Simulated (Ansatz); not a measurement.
ZrRh$_{3}$ in space group I4/mmm (No. 139; Rh on 2b, Rh on 4d, Zr on 2a) at seven volumes, the program Ansatz at the PBE level (PAW), shape and atoms relaxed at each. One row is withheld.

```tsv
V (Å³/atom)	P (GPa)
14.219	24.10
14.688	14.65
15.157	6.70
15.625	0.00
16.094	?
16.563	-10.38
17.032	-14.36
```

**Question.** Fit the shown pressures and predict the withheld one.

**Answer.** Third-order Birch–Murnaghan: P = (3/2)B₀(x^(7/2) − x^(5/2))[1 + (3/4)(B′ − 4)(x − 1)] with x = (V₀/V)^(2/3). Least squares on the six rows gives V₀ = 15.626 Å³/atom, B₀ = 204.3 GPa, B′ = 4.73. At V = 16.094, x = 0.9805 and P = -5.62 GPa. The run itself gave -5.64 GPa.

A made-up cell: these elements were put on the sites of a structure type; neither database checked (COD, Materials Project) lists it. COD files the formula under space group No. 221. Whether it is the stable phase at ambient conditions was not checked. Symmetry was held in the PBE relaxation; its stability against distortions is not shown here. No spin polarisation was allowed.

Potentials: the earlier of the program's two PAW sets.
